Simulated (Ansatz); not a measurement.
ScSi:
```yaml
crystal:
  lattice:
    - [1.99811, -4.94875, 0.00000]
    - [1.99811, 4.94875, 0.00000]
    - [0.00000, 0.00000, 3.66183]
  atoms:
    - { symbol: Sc, position: [0.13914, 0.86086, 0.75000] }
    - { symbol: Sc, position: [0.86086, 0.13914, 0.25000] }
    - { symbol: Si, position: [0.41922, 0.58078, 0.75000] }
    - { symbol: Si, position: [0.58078, 0.41922, 0.25000] }
```

Relaxed with r²SCAN.

Q: Give the Bader charges and basin volumes of the independent atoms, r²SCAN in the plane-wave PAW code Ansatz.

A: 

```json
[
 {"atom": "Sc1", "Bader charge (e)": "+1.47", "Bader volume (Å³)": "11.7"},
 {"atom": "Si3", "Bader charge (e)": "-1.47", "Bader volume (Å³)": "24.5"}
]
```

Space group Cmcm. The first step of the workflow began from a Materials Project structure, measured or hypothetical; the Crystallography Open Database copy checked does not list it. Whether it is the stable phase at ambient conditions was not checked. The r²SCAN relaxation kept the symmetry of its start; whether a distortion lowers the energy is not shown. The run is not spin-polarised.

Potentials: the earlier of the program's two PAW sets.
